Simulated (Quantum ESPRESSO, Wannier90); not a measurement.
# Wannierisation of InTe (rock salt)

```
CELL_PARAMETERS angstrom
      0.00000     3.11983     3.11983
      3.11983     0.00000     3.11983
      3.11983     3.11983     0.00000
ATOMIC_POSITIONS crystal
  In 0.00000 0.00000 0.00000
  Te 0.50000 0.50000 0.50000
```

Cell from Materials Project (mp-2597), symmetrised, no further relaxation. COD (Crystallography Open Database) has an entry of this formula and space group (matched by these alone). Computed values, not measurements, from PBEsol: Quantum ESPRESSO (norm-conserving PseudoDojo potentials, cutoff 66 Ry, no spin polarisation, no spin-orbit coupling) on a Γ-centred 8×8×8 mesh, then Wannier90. Density: 8×8×8 mesh, cold smearing 0.01 Ry. Spin-orbit coupling is left out although heavy elements are present.

Base run: 8 functions from bands 11-25 of the 25 computed, start hydrogen-like In: s;p; Te: s;p, frozen window up to 1.50 eV relative to the Fermi level, outer window open. One setting was then changed (edges relative to the Fermi level; misfit to pw.x on a path, for states up to 1.0 eV relative to the Fermi level).

```
run      Ω_I (Å²)  rms misfit (meV)  worst (meV)
-------  --------  ----------------  -----------
base        13.30               3.7           35
changed     17.05               1.4           14
```

Which change was made?
A) frozen window to -1.50 eV
B) no frozen window
C) outer window to 11.89 eV
D) outer window to 7.19 eV
E) only the lowest 10 of the kept bands

E, only the lowest 10 of the kept bands. The others give:

```json
[
 {"run": "frozen window to -1.50 eV", "Ω_I (Å²)": "12.59", "rms misfit (meV)": "79", "worst (meV)": "689"},
 {"run": "no frozen window", "Ω_I (Å²)": "11.86", "rms misfit (meV)": "215", "worst (meV)": "1153"},
 {"run": "outer window to 11.89 eV", "Ω_I (Å²)": "14.56", "rms misfit (meV)": "2.6", "worst (meV)": "25"},
 {"run": "outer window to 7.19 eV", "Ω_I (Å²)": "20.44", "rms misfit (meV)": "62", "worst (meV)": "561"}
]
```
